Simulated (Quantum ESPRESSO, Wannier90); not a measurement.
## Tight-binding from DFT: VN (P-6m2)

```yaml
crystal:
  lattice:
    - [2.73390, 0.00000, 0.00000]
    - [-1.36695, 2.36763, 0.00000]
    - [0.00000, 0.00000, 2.64135]
  atoms:
    - { symbol: V, position: [0.66667, 0.33333, 0.00000] }
    - { symbol: N, position: [0.33333, 0.66667, 0.50000] }
```

Structure: Materials Project mp-1018027, symmetrised, not relaxed again. Not found in the COD (Crystallography Open Database) copy used, which has the formula in other groups; not checked further. Method: PBEsol plane waves in Quantum ESPRESSO 7.5 (PseudoDojo norm-conserving files, 68 Ry, no spin polarisation, no spin-orbit coupling), Bloch states on a 12×12×10 mesh through Γ, Wannier90 4.0.1. Density: 18×18×12 mesh, cold smearing 0.01 Ry. A non-magnetic state is assumed, with no Hubbard U on the 3d ions.

Functional, cutoff and mesh named above are those of the base row (12×12×10); the first column says what each row takes instead. Model: 8 functions from bands 6-22, start hydrogen-like V: d; N: p, centres 0.05 Å off the atoms, frozen window tied to the conduction edge or Fermi level of each row, as listed, which moves Ω_I and hoppings a little by itself. Energies are relative to the Fermi level; the misfit is to pw.x on a path, for states up to 1.0 eV relative to the Fermi level. Only the mesh of Bloch states changes. The disentangled Ω_I can sit in another minimum from row to row.

| mesh | frozen to (eV) | Ω_I (Å²) | rms misfit (meV) | k-points (cost) | rough cost of nscf and overlaps (first row = 1) |
|---|---|---|---|---|---|
| 5×5×4 | 1.50 | 5.71 | 14 | 100 | 1.0 |
| 6×6×5 | 1.50 | … | 15 | 180 | 1.2 |
| 8×8×7 | 1.50 | 5.98 | 2.0 | 448 | 2.7 |
| 10×10×8 | 1.50 | 6.04 | 1.1 | 800 | 5 |
| 12×12×10 | 1.50 | 6.08 | 0.7 | 1440 | 8 |

### Question
Some entries are withheld; supply them.

### Answer

- 6×6×5, Ω_I (Å²): 5.83
